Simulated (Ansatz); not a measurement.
Given:

TaSiAs:
```cif
data_As2Si2Ta2
_chemical_formula_sum 'Si2 As2 Ta2'
_space_group_name_H-M_alt 'P4/nmm :1'
_space_group_IT_number 129
_space_group_name_Hall 'P 4ab 2ab -1ab'
_cell_length_a 3.50085
_cell_length_b 3.50085
_cell_length_c 7.87581
_cell_angle_alpha 90.000
_cell_angle_beta 90.000
_cell_angle_gamma 90.000
loop_
_space_group_symop_operation_xyz
  'x, y, z'
  '-y+1/2, x+1/2, z'
  '-x, -y, z'
  'y+1/2, -x+1/2, z'
  'x+1/2, -y+1/2, -z'
  '-y, -x, -z'
  '-x+1/2, y+1/2, -z'
  'y, x, -z'
  '-x+1/2, -y+1/2, -z'
  'y, -x, -z'
  'x+1/2, y+1/2, -z'
  '-y, x, -z'
  '-x, y, z'
  'y+1/2, x+1/2, z'
  'x, -y, z'
  '-y+1/2, -x+1/2, z'
loop_
_atom_site_label
_atom_site_type_symbol
_atom_site_symmetry_multiplicity
_atom_site_Wyckoff_symbol
_atom_site_fract_x
_atom_site_fract_y
_atom_site_fract_z
_atom_site_occupancy
Si1 Si 2 a 0.00000 0.00000 0.00000 1
As1 As 2 c 0.00000 0.50000 0.38772 1
Ta1 Ta 2 c 0.50000 0.00000 0.25457 1
```

This is the r²SCAN-relaxed structure.

Q: All from DFT-r²SCAN in the program Ansatz with PAW potentials, unless another level is named. Estimate the electronic character.

A: metallic (no gap).

Q: And the density of states at the Fermi level?

A: 0.20 states/eV per atom (mean over ±0.08 eV).

The workflow started from an entry of the Crystallography Open Database (COD). Whether it is the stable phase at ambient conditions was not checked. The cell was relaxed with r²SCAN under the symmetry of its start; whether a distortion lowers the energy is not shown. No spin polarisation was allowed. Scalar-relativistic: spin–orbit coupling is off unless named, which matters more the heavier the elements.

Potentials: the later of the program's two PAW sets.
